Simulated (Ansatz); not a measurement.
**Profile along the Cd–F line in CdF2 (fluorite)**

CdF2 (fluorite), conventional cell a = b = c = 5.3884 Å, α = β = γ = 90.00°. The calculation uses the primitive cell of 3 atoms, to which meshes and values per cell refer.

Fields along a shortest Cd–F line of a {110} plane (2.33 Å), from Cd to F, interpolated on the slice's grid (step about 0.3 Å). Calculation: r2SCAN (plane waves to 500 eV, PAW, scalar-relativistic; Ansatz, an electronic-structure program). k mesh 11×11×11. Inside the PAW spheres the values are not all-electron values, and peaks at nuclei hang on which shells count as valence. CdF2 was relaxed with its symmetry unable to fall.

```tsv
distance from Cd (Å)	valence electron density (e/Å³)	electron localisation function
0.00	26.52	x
0.23	21.11	x
0.47	10.78	x
0.70	3.42	0.46
0.93	0.80	0.23
1.17	0.31	0.07
1.40	0.41	0.30
1.63	1.22	0.78
1.86	4.31	x
2.10	10.77	x
2.33	13.99	x
```

x: too close to a nucleus for the ELF to mean much.

Density on the Cd–F line (2.33 Å) at its density minimum, 1.2 Å from Cd: 0.30 e/Å³. ELF at that point: 0.1. Character of the Cd–F contact (rough rule: ELF there above 0.7 covalent, below 0.2 ionic, polar between): closed-shell (ionic).
